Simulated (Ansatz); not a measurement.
These are results of DFT PBE, scalar-relativistic, plane waves, PAW, and for the lanthanide a 4f-in-core norm-conserving potential (Ansatz), not measurements. All cells share a 660 eV cutoff and Γ-centred k meshes spaced at most about 0.3 Å⁻¹ (about 0.25 or finer for metals, 2π included). No spin polarisation in the final relaxations.

These are static total energies at zero pressure.

Compare these two cells of Sr2PrF3, each relaxed at this level.

1. Space group P6/mmm (No. 191), hexagonal, a = 6.843 Å, c = 3.421 Å. Sr has 6 F at 2.61 Å, 2 Sr at 3.42 Å, 3 Pr at 3.95 Å and 3 Sr at 3.95 Å; Pr has 2 Pr at 3.42 Å, 12 F at 3.83 Å and 6 Sr at 3.95 Å; F is surrounded by 4 Sr at 2.61 Å, 6 F at 3.42 Å and 4 Pr at 3.83 Å.

2. Space group P4/mmm (No. 123), tetragonal, a = 3.603 Å, c = 11.678 Å. Sr is surrounded by 1 F at 2.28 Å, 4 F at 2.55 Å, 4 Sr at 3.60 Å, 4 F at 4.27 Å and 4 Pr at 4.37 Å; Pr has 4 Pr at 3.60 Å, 2 F at 3.63 Å and 8 Sr at 4.37 Å; F on a site of symmetry 4mm has 4 Sr at 2.55 Å, 4 F at 3.38 Å, 4 F at 3.60 Å and 1 Pr at 3.63 Å; F on a site of symmetry 4/mmm has 2 Sr at 2.28 Å.

Problem. Which is lower in energy, and by how much?

Solution. Cell 2 is lower, by 0.37 eV/atom. Cell 1 has space group P6/mmm (No. 191), 23.1 Å³/atom and no gap on its mesh; cell 2 has space group P4/mmm (No. 123), 25.3 Å³/atom and no gap. Counting F atoms around Pr and Sr (those within 1.25 times the shortest such distance or 1.15 times the sum of covalent radii, 1.27 where that leaves under three; a plus sign parts nearer from farther groups; the shortest distance is added where it exceeds 1.18 times the sum of covalent radii), cell 1 has Sr 6, Pr 12 from 3.8 Å and cell 2 has Sr 1+4, Pr 2 from 3.6 Å. The lower one is the more open, so pressure narrows the difference. Both come from invented guesses.

Cells relaxed within their symmetry can be saddle points.

The lanthanide is trivalent by construction, without f bands, f moments or other valences.
